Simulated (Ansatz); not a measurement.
# Phonon spectrum of Li7Bi

Theory: DFT PBE, scalar-relativistic, plane waves, PAW in Ansatz 0.2.0. Settings: 420 eV plane-wave cutoff, Γ-centred 8×8×8 mesh, Fermi-Dirac smearing of 0.15 eV. No spin polarisation. Phonons by linear response, acoustic sum rule imposed.

Equilibrium structure at this level:
```
CELL_PARAMETERS angstrom
5.00064 -3.21169 0.32615
5.00064 3.21169 0.32615
-4.42937 0.00000 4.65246
ATOMIC_POSITIONS crystal
Li 0.01994 0.47559 0.02123
Li 0.47558 0.01993 0.47682
Li 0.47559 0.01994 0.02123
Li 0.01993 0.47558 0.47682
Li 0.99056 0.99056 0.49183
Li 0.49053 0.49053 0.99179
Li 0.55787 0.55787 0.55914
Bi 0.96121 0.96121 0.96247
```

It was reached by relaxing an invented guess, and it needn't be the stable form of this composition. In a metal, frequencies and elastic constants depend on the k mesh and the smearing, soft modes and shear constants most. Spin–orbit coupling is left out, which matters for heavy elements.

Force constants from linear response on a 2×2×2 q mesh.

Task: Is the structure dynamically stable on the q mesh?

Result: Yes, on this mesh: no mode is imaginary.

Task: Give the frequencies (cm⁻¹) at the zone-boundary points of high symmetry (interpolated where a point lies off the q mesh).

Result:
```
point                     q                                                                                   frequencies
    X    0.000 0.500 -0.500  28 32 50 101 118 130 150 158 178 194 219 227 243 246 254 267 277 278 294 308 316 318 318 330
    P   -0.250 0.250 -0.500  27 27 52 135 140 140 153 162 178 178 194 198 244 244 252 282 284 294 294 305 310 310 317 330
    N    -0.500 0.000 0.000   24 35 48 86 120 148 148 166 179 201 231 233 237 244 244 257 268 275 295 309 314 317 324 332
    M   -0.500 -0.500 0.000  47 47 52 177 177 197 206 207 207 209 216 232 232 236 246 246 256 256 268 268 274 314 314 323
    S   -0.576 -0.424 0.000  43 46 52 166 167 184 195 199 214 218 218 223 234 241 244 250 258 258 268 273 286 311 316 323
   S0    -0.424 0.424 0.000  43 46 52 166 167 184 195 199 214 218 218 223 234 241 244 250 258 258 268 273 286 311 316 323
    R   -0.349 0.500 -0.151  41 43 52 150 167 183 184 190 213 218 225 225 231 235 242 253 259 268 273 278 292 313 314 324
    G  -0.500 -0.349 -0.151  41 43 52 150 167 183 184 190 213 218 225 225 231 235 242 253 259 268 273 278 292 313 314 324
```
